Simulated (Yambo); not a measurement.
BSE-type run in Yambo on Cs2O (space group R-3m, No. 166), at zero momentum.

Quantum ESPRESSO step (PBEsol, PseudoDojo standard norm-conserving files, scalar-relativistic):
```
&CONTROL
  calculation = 'nscf'
  pseudo_dir = './pseudo'
  outdir = './out'
/
&SYSTEM
  ibrav = 0
  nat = 3
  ntyp = 2
  ecutwfc = 84.0
  ecutrho = 336.0
  occupations = 'fixed'
  force_symmorphic = .true.
  nbnd = 54
/
&ELECTRONS
  conv_thr = 3.0000000000000004e-09
  diago_full_acc = .true.
  diago_thr_init = 1e-08
/
ATOMIC_SPECIES
O 15.9990 O.upf
Cs 132.9055 Cs.upf
CELL_PARAMETERS angstrom
  2.051769205957   1.184589503374   6.889715062000
 -2.051769205957   1.184589503374   6.889715062000
 -0.000000000000  -2.369179006749   6.889715062000
ATOMIC_POSITIONS crystal
O   0.000000000000   0.000000000000   0.000000000000
Cs   0.260389947100   0.260389947100   0.260389947100
Cs   0.739610052900   0.739610052900   0.739610052900
K_POINTS automatic
6 6 6 0 0 0
```

Yambo input:
```
rim_cut
optics
bse
bss
dipoles
em1s
RandQpts= 1000000
RandGvec= 1 Ry
FFTGvecs= 40 Ry
Chimod= "HARTREE"
BSKmod= "SEX"
BSEmod= "resonant"
BSSmod= "hs"
BSENGexx= 15 Ry
BSENGBlk= 4 Ry
% KfnQP_E
 0.677 | 1.0 | 1.0 |
%
% BSEQptR
 1 | 1 |
%
% BSEBands
 10 | 22 |
%
% BEnRange
 0.0 | 10.1 | eV
%
% BDmRange
 0.15 | 0.15 | eV
%
BEnSteps= 202
% BLongDir
 0.0 | 0.0 | 1.0 |
%
BSHayTrs= -0.02
BSSNEig= 24
WRbsWF
% BndsRnXs
 1 | 49 |
%
NGsBlkXs= 4 Ry
% LongDrXs
 1.0 | 1.0 | 1.0 |
%
```

From the report:

The dimension is k points × valence × conduction bands = 216 × 3 × 10 = 6480.
```
  [SLEPC] Approach                          : Krylov-Schur
  [SLEPC] Number of requested eigenvalues   :  24
  [SLEPC] Number of eigenvalues        [NEV]:  24
   [K] Dimension                                    :   6480
   [K] Bands                                        :  10  22
   [K] Exchange res                                 : yes
   [K] Correlation res                              : yes
   [K] W interaction is bare                        : no
   [K] RL vectors exchange                          :   677
   [K] RL vectors correlation                       :  105
   [W] Matrix size                                  :  105
   [W] Bands                                        :    1   49
   [W] Coulomb Cutoff                               : none
   [W] Hxc Kernel                                   : HARTREE
```

Geometry relaxed with PBEsol.
